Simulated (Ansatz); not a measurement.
Relaxation of a generated trial cell of TiB2 in the AFLOW prototype AB2_cF48_227_c_e (as in Ti2C); 12 atoms in the cell, which starts as Fd-3m, origin choice 1 (No. 227), cF48; a = 7.6619 Å, b = 7.6619 Å, c = 7.6619 Å, α = 90.00°, β = 90.00°, γ = 90.00°. All values below come from PBE (plane waves to 420 eV, PAW, scalar-relativistic; Ansatz, a first-principles code). Γ-centred k-mesh 4×4×4 on the run's cell (coarser than for final values), Fermi–Dirac smearing 0.05 eV. This is the first round of the run. 

The optimiser's lines from the output (shortened; P is positive under compression):

```
relax step   1: F+E_penalty+E_count = -11214.13757160 eV  Δ(F+E_penalty+E_count) = +0.000e0 eV  max|allowed force component| = 4.124e0 eV/Å  Δτ_max = 0.0000 Å  P = +93.921 GPa  Ω = 112.447 Å³  (9 SCF iters, dr2 threshold 1.00e-7 eV, accepted)
relax step   2: F+E_penalty+E_count = -11223.48882707 eV  Δ(F+E_penalty+E_count) = -9.351e0 eV  max|allowed force component| = 2.612e0 eV/Å  Δτ_max = 0.0449 Å  P = +43.464 GPa  Ω = 129.807 Å³  (7 SCF iters, dr2 threshold 1.20e-6 eV, accepted)
relax step   3: F+E_penalty+E_count = -11231.50596758 eV  Δ(F+E_penalty+E_count) = -8.017e0 eV  max|allowed force component| = 2.242e0 eV/Å  Δτ_max = 0.1948 Å  P = +5.617 GPa  Ω = 138.326 Å³  (7 SCF iters, dr2 threshold 1.20e-6 eV, accepted)
relax step   4: F+E_penalty+E_count = -11237.89467528 eV  Δ(F+E_penalty+E_count) = -6.389e0 eV  max|allowed force component| = 1.871e0 eV/Å  Δτ_max = 0.1983 Å  P = -11.443 GPa  Ω = 135.881 Å³  (6 SCF iters, dr2 threshold 1.20e-6 eV, accepted)
relax step   5: F+E_penalty+E_count = -11242.62963893 eV  Δ(F+E_penalty+E_count) = -4.735e0 eV  max|allowed force component| = 6.349e-1 eV/Å  Δτ_max = 0.1954 Å  P = -8.373 GPa  Ω = 127.419 Å³  (7 SCF iters, dr2 threshold 1.20e-6 eV, accepted)
relax step   6: F+E_penalty+E_count = -11242.92916296 eV  Δ(F+E_penalty+E_count) = -2.995e-1 eV  max|allowed force component| = 1.203e-1 eV/Å  Δτ_max = 0.0284 Å  P = -1.780 GPa  Ω = 123.260 Å³  (6 SCF iters, dr2 threshold 1.20e-6 eV, accepted)
relax step   7: F+E_penalty+E_count = -11242.94025855 eV  Δ(F+E_penalty+E_count) = -1.110e-2 eV  max|allowed force component| = 1.924e-3 eV/Å  Δτ_max = 0.0052 Å  P = +0.085 GPa  Ω = 122.190 Å³  (6 SCF iters, dr2 threshold 1.20e-6 eV, accepted)
relax step   8: F+E_penalty+E_count = -11242.94022734 eV  Δ(F+E_penalty+E_count) = +3.121e-5 eV  max|allowed force component| = 7.295e-4 eV/Å  Δτ_max = 0.0001 Å  P = +0.002 GPa  Ω = 122.241 Å³  (6 SCF iters, dr2 threshold 1.80e-8 eV, accepted)
relax step   9: F+E_penalty+E_count = -11242.95204311 eV  Δ(F+E_penalty+E_count) = -1.182e-2 eV  max|allowed force component| = 1.510e-3 eV/Å  Δτ_max = 0.0000 Å  P = +0.083 GPa  Ω = 122.241 Å³  stress off target by 8.30e-2 GPa  SCF on the basis re-selected at this cell (its energy is not comparable with the rows above)  (6 SCF iters)
relax step  10: F+E_penalty+E_count = -11242.95201252 eV  Δ(F+E_penalty+E_count) = +3.059e-5 eV  max|allowed force component| = 1.015e-4 eV/Å  Δτ_max = 0.0001 Å  P = +0.000 GPa  Ω = 122.301 Å³  (6 SCF iters, dr2 threshold 1.72e-8 eV, accepted)
relax step  11: F+E_penalty+E_count = -11242.95201252 eV  Δ(F+E_penalty+E_count) = +3.638e-12 eV  max|allowed force component| = 1.005e-4 eV/Å  Δτ_max = 0.0000 Å  P = +0.001 GPa  Ω = 122.301 Å³  stress off target by 7.68e-4 GPa  SCF on the basis re-selected at this cell (its energy is not comparable with the rows above)  (7 SCF iters)
```

From the first to the last row the energy changes by -2.40 eV/atom and the volume by +8.8 %. The last row is marked as not comparable with the walk above it, whose basis was carried along; it does compare with step 1, since both stand on a basis selected at the nominal cutoff for their own cell.

Later rounds, restarted from the end of this one on a renewed k-mesh, logged 3 more steps and released under 0.01 eV/atom more. The final structure after all rounds: Fd-3m, origin choice 1 (No. 227), cF48; a = b = c = 7.8797 Å, α = β = γ = 90.00°. Between re-selections the logged energies stand on a plane-wave basis carried along with the cell. No spin polarisation in the result.

The run could not lose the symmetry of its start, so the end can be a saddle point.

The relaxed structure here is a generated cell of TiB2: the first start was made by placing the elements on the sites of a structure type, and the end was not matched to a known phase here, so it may be hypothetical. Known forms of TiB2 include space group No. 191.
